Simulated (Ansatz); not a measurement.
**From the elastic tensor of MoW₂ to moduli and sound speeds**

Theory: DFT PBE, scalar-relativistic, plane waves, PAW (Ansatz). Settings: 420 eV plane-wave cutoff, Γ-centred 12×12×16 mesh, Fermi-Dirac smearing of 0.15 eV. No spin polarisation.

Space group P-3m1 (No. 164), trigonal, a = 4.491 Å, c = 2.752 Å. Mo has 6 W at 2.75 Å, 2 Mo at 2.75 Å and 6 W at 3.18 Å; W is surrounded by 3 Mo at 2.75 Å, 5 W at 2.75 Å, 3 W at 3.17 Å and 3 Mo at 3.18 Å.

It was reached by relaxing an invented guess, and it needn't be the stable form of this composition. In a metal, frequencies and elastic constants depend on the k mesh and the smearing, soft modes and shear constants most. Spin–orbit coupling is left out, which matters for heavy elements.

Relaxed-ion constants (GPa, on the Cartesian axes of the calculation):
```
465.2 194.8 202.6  13.4   0.0   0.0
194.8 465.2 202.6 -13.4   0.0   0.0
202.7 202.7 458.8   0.0   0.0   0.0
 13.3 -13.3   0.0 145.6   0.0   0.0
  0.0   0.0   0.0   0.0 145.6  13.3
  0.0   0.0   0.0   0.0  13.4 135.2
```

Density 16.012 g/cm³; 3 atoms in 48.08 Å³.

With S = C⁻¹: B_V = (C11+C22+C33+2(C12+C13+C23))/9, G_V = (C11+C22+C33−C12−C13−C23+3(C44+C55+C66))/15, 1/B_R = S11+S22+S33+2(S12+S13+S23), 15/G_R = 4(S11+S22+S33−S12−S13−S23)+3(S44+S55+S66); Hill is their mean. Then v_l = √((B+4G/3)/ρ), v_t = √(G/ρ), v_m = [(2/v_t³+1/v_l³)/3]^(−1/3) and Θ = (ħ/k_B)·v_m·(6π²n/V)^(1/3) for n atoms in the volume V; E = 9BG/(3B+G), ν = (3B−2G)/(2(3B+G)) and A^U = 5G_V/G_R + B_V/B_R − 6.

```
Bulk modulus, Voigt / Reuss / Hill          : 287.7 / 287.7 / 287.7 GPa
Shear modulus, Voigt / Reuss / Hill         : 137.9 / 136.6 / 137.2 GPa
Young's modulus                             : 355 GPa
Poisson ratio                               : 0.294
Pugh ratio B/G                              : 2.10 (over 1.75, the rule of thumb for ductile)
Universal anisotropy index                  : 0.05
Longitudinal and transverse sound speeds    : 5422 and 2928 m/s
Debye temperature from the mean sound speed : 386 K
```
